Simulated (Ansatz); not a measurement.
NiBi3 in space group Pnma (No. 62; Ni on 4c, Bi on 4c, Bi on 4c, Bi on 4c), DFT-r²SCAN in the program Ansatz with PAW potentials, all energies at zero smearing, with the estimated change up to a 700 eV cutoff added, with one set of potentials and settings (totals compare only within such a set). Cell of 16 atoms (4 Ni, 12 Bi): -172313.445 eV.

| element | reference phase | E (eV/atom) |
|---|---|---|
| Ni | Fm-3m, 1 atoms in the cell, spin-polarised | -5845.2912 |
| Bi | R-3m, 2 atoms in the cell | -12411.0586 |

Formation energy per atom, worked out: (-172313.445 − 4×(-5845.2912) − 12×(-12411.0586))/16 = 0.026 eV/atom (3 kJ per mol of atoms), at 0 K, without zero-point energy or fitted corrections.

The first step of the workflow began from a Materials Project structure, measured or hypothetical; the Crystallography Open Database copy checked does not list it. Whether it is the stable phase at ambient conditions was not checked. The r²SCAN relaxation kept the symmetry of its start; its stability against distortions is not shown here. No spin polarisation was allowed. The references are the lowest solids computed at this level, not always the standard phases. Scalar-relativistic: spin–orbit coupling is off unless named, which matters more the heavier the elements.

Potentials: the later of the program's two PAW sets.
